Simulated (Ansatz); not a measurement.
Input, command and steps of an Ansatz relaxation.

```yaml
crystal:
  lattice:
    - [-4.05344928, -4.05344928, 0.0]
    - [0.0, 4.05344928, 4.05344928]
    - [-4.05344928, 4.05344928, -4.05344928]
  atoms:
    - { symbol: Al, position: [0.0013058822, 0.9998448706, 0.999823236] }
    - { symbol: Al, position: [0.8403756565, 0.1697387627, 0.6649731463] }
    - { symbol: Al, position: [0.336253717, 0.1723774045, 0.6624005754] }
    - { symbol: Al, position: [0.6637984914, 0.3334069354, 0.3321017203] }
    - { symbol: Al, position: [0.4976088603, 0.4988532912, 0.9958594301] }
    - { symbol: Al, position: [0.0013567138, 0.4980039481, 0.000146183] }
    - { symbol: Al, position: [0.8314013168, 0.6655123444, 0.669022858] }
    - { symbol: Al, position: [0.3379905075, 0.6637677599, 0.6637591546] }
    - { symbol: Al, position: [0.6629774546, 0.8261593429, 0.33624953] }
    - { symbol: Al, position: [0.1676231437, 0.8380030747, 0.3316542651] }
    - { symbol: Ti, position: [0.4993391889, 0.9968409781, 0.0003597663] }
    - { symbol: Ti, position: [0.1682054864, 0.3334020453, 0.3364384636] }
  symmetry: { detect: false }
basis:
  ecutwfc: 420
kpoints:
  mp_grid: { grid: [3, 3, 2], shift: [0.0, 0.0, 0.5] }
hamiltonian:
  xc: pbe
scf:
  occupations: { method: gaussian, width: 0.1 }
  lower_state_search: "off"
output:
  forces: true
  stress: true
  eigenvalues: true
relax:
  adjacent_minimum: "off"
  f_tol: 0.04
  max_steps: 50
  cell: { stress_tol: 0.3 }
```

```bash
ansatz run input.yaml --threads 4 --pin off --max-ram 9216MiB --backend cpu --events-out ev --progress --plain --runs-dir out
```

These are results of Ansatz 0.2.0, DFT PBE, scalar-relativistic, plane waves, PAW, not measurements.

Of 4 frames 4 are shown, positions in Å and forces in eV/Å; the SCF threshold varies from step to step. Steps run on the plane waves of an earlier cell, with a Pulay correction in the pressure. The basis is chosen afresh for the last frame, the zero of the energies, and at times for earlier ones too; energy and pressure can step there, also at an unchanged geometry. Where two frames share a geometry here, they differ by under 2 meV/atom and 0.3 GPa.

```xyz
12
Lattice="-4.0534 -4.0534 0.0000 0.0000 4.0534 4.0534 -4.0534 4.0534 -4.0534" Properties=species:S:1:pos:R:3:forces:R:3 pbc="T T T" step=1 free_energy_over_end_meV_per_atom=10.54 pressure_GPa=-3.08
Al   -4.0580    8.1003    0.0001    0.0069    0.0494   -0.1156
Al   -6.1019   -0.0230   -2.0074    0.1539    0.1584   -0.1420
Al   -4.0480    2.0207   -1.9863   -0.1447   -0.0867   -0.3206
Al   -4.0368    0.0069    0.0053   -0.1025   -0.1699    0.0959
Al   -6.0537    4.0417   -2.0146   -0.2238    0.0506   -0.1425
Al   -0.0061    2.0137    2.0180    0.0160    0.1509   -0.0291
Al   -6.0819    2.0394   -0.0142   -0.1122   -0.1218    0.0717
Al   -4.0605    4.0110    0.0000   -0.0374    0.3018    0.1038
Al   -4.0503    2.0244    1.9858   -0.0082   -0.1062    0.2950
Al   -2.0238    4.0617    2.0525    0.1127   -0.0831   -0.1761
Ti   -2.0255    2.0181    4.0392   -0.0685    0.0249    0.0815
Ti   -2.0455    2.0334   -0.0123    0.4078   -0.1682    0.2780
12
Lattice="-3.9570 -3.9498 -0.0004 0.0018 3.9485 3.9485 -4.0134 4.0057 -4.0076" Properties=species:S:1:pos:R:3:forces:R:3 pbc="T T T" step=2 free_energy_over_end_meV_per_atom=5.98 pressure_GPa=2.93
Al   -4.0117    7.9546   -0.0774    0.0414   -0.1266    0.1105
Al   -5.9616    0.0419   -2.0222   -0.1365   -0.1578    0.1383
Al   -4.0042    2.0007   -2.0307    0.1630    0.0953    0.2281
Al   -3.9807   -0.0008   -0.0056    0.0642    0.2186   -0.0802
Al   -6.0120    4.0062   -2.0442    0.1122   -0.0621    0.1462
Al    0.0009    1.9877    1.9717    0.0337   -0.1247    0.1402
Al   -5.9844    2.0040   -0.0410    0.0811    0.0285   -0.0058
Al   -4.0010    3.9908   -0.0320    0.1059   -0.1815   -0.1171
Al   -3.9759    1.9721    1.9785    0.0085    0.0591   -0.2474
Al   -1.9786    3.9494    1.9440   -0.1193    0.1180    0.1004
Ti   -1.9952    1.9810    3.9484    0.0505    0.0415   -0.1746
Ti   -1.9521    1.9594    0.0153   -0.4047    0.0918   -0.2386
12
Lattice="-3.9898 -3.9915 -0.0020 -0.0003 3.9938 3.9938 -4.0355 4.0352 -4.0349" Properties=species:S:1:pos:R:3:forces:R:3 pbc="T T T" step=3 free_energy_over_end_meV_per_atom=-0.18 pressure_GPa=0.03
Al   -4.0355    8.0213   -0.0456    0.0146   -0.0091   -0.0291
Al   -6.0151    0.0230   -2.0242   -0.0004   -0.0003   -0.0018
Al   -4.0202    2.0187   -2.0237    0.0004    0.0026    0.0039
Al   -4.0072    0.0115   -0.0067   -0.0048    0.0009    0.0135
Al   -6.0384    4.0276   -2.0375   -0.0177   -0.0043    0.0167
Al    0.0006    1.9960    1.9993    0.0110    0.0264    0.0090
Al   -6.0174    2.0214   -0.0290    0.0045   -0.0010    0.0031
Al   -4.0200    4.0158   -0.0256   -0.0037   -0.0029   -0.0084
Al   -4.0067    1.9977    1.9806   -0.0098   -0.0127   -0.0020
Al   -2.0042    4.0027    1.9818    0.0231    0.0111   -0.0025
Ti   -2.0108    2.0076    3.9776   -0.0019   -0.0168    0.0124
Ti   -1.9931    1.9890    0.0032   -0.0152    0.0060   -0.0147
12
Lattice="-3.9898 -3.9915 -0.0020 -0.0003 3.9938 3.9938 -4.0355 4.0352 -4.0349" Properties=species:S:1:pos:R:3:forces:R:3 pbc="T T T" step=4 free_energy_over_end_meV_per_atom=0.00 pressure_GPa=0.01
Al   -4.0355    8.0213   -0.0456    0.0146   -0.0091   -0.0292
Al   -6.0151    0.0230   -2.0242   -0.0004   -0.0003   -0.0018
Al   -4.0202    2.0187   -2.0237    0.0004    0.0026    0.0039
Al   -4.0072    0.0115   -0.0067   -0.0048    0.0008    0.0135
Al   -6.0384    4.0276   -2.0375   -0.0177   -0.0043    0.0167
Al    0.0006    1.9960    1.9993    0.0110    0.0265    0.0090
Al   -6.0174    2.0214   -0.0290    0.0045   -0.0010    0.0031
Al   -4.0200    4.0158   -0.0256   -0.0037   -0.0029   -0.0084
Al   -4.0067    1.9977    1.9806   -0.0098   -0.0127   -0.0020
Al   -2.0042    4.0027    1.9818    0.0231    0.0111   -0.0025
Ti   -2.0108    2.0076    3.9776   -0.0019   -0.0168    0.0124
Ti   -1.9931    1.9890    0.0032   -0.0152    0.0060   -0.0147
```

Time: 14 s on 4 threads of Intel(R) Xeon(R) Platinum 8259CL CPU @ 2.50GHz (Skylake/Cascade Lake), with other jobs on the host, peak memory 0.57 GiB.

The k mesh is coarse.